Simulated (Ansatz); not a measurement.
Relaxed-ion elastic tensor of La (dhcp (α-La type), P6_3/mmc) in GPa (Voigt order), r²SCAN in the plane-wave PAW code Ansatz; density 6.20 g/cm³, 37.21 Å³ per atom.

```
43.0  17.7   9.7   0.0   0.0   0.0
17.7  43.0   9.7   0.0   0.0   0.0
 9.7   9.7  49.0   0.0   0.0   0.0
 0.0   0.0   0.0  12.3   0.0   0.0
 0.0   0.0   0.0   0.0  12.3   0.0
 0.0   0.0   0.0   0.0   0.0  12.6
```

**Question.** Is the crystal mechanically stable?

**Answer.** Yes: the smallest eigenvalue of C is 12.3 GPa.

**Question.** Work out the Voigt, Reuss and Hill averages.

**Answer.** K_V = 23.2, K_R = 23.2, K_H = 23.2; G_V = 14.0, G_R = 13.5, G_H = 13.7 GPa.

**Question.** Give Young's modulus, Poisson's ratio, Pugh's ratio and the universal anisotropy index.

**Answer.** E = 9KG/(3K + G) = 34.4 GPa; ν = 0.25; K/G = 1.69 (near the Pugh limit of 1.75, no verdict); A_U = 5G_V/G_R + K_V/K_R − 6 = 0.18.

**Question.** Estimate the sound speeds and the Debye temperature.

**Answer.** v_l = √((K + 4G/3)/ρ) = 2590 m/s, v_t = √(G/ρ) = 1490 m/s, mean 1650 m/s; Θ = (h/k)(3n/4πV)^(1/3) v_m = 147 K.

**Question.** Solve the Christoffel equation for the three sound speeds along x, y, z.

**Answer.** Eigenvalues of C_ijkl n_j n_l equal ρv². In km/s, slowest first: x 1.41, 1.43, 2.63; y 1.41, 1.43, 2.63; z 1.41, 1.41, 2.81.

**Question.** How much does each axis shrink under pressure?

**Answer.** Linear compressibilities β_i = Σ_j S_ij (j = 1 to 3): x 14, y 14, z 15 per TPa.

Symmetry was held in the r²SCAN relaxation. As this level gives no gap, shear constants depend on the k-mesh and smearing (Fermi–Dirac, 0.1 eV here). Scalar-relativistic: spin–orbit coupling is off unless named, which matters more the heavier the elements.

Potentials: the earlier of the program's two PAW sets.
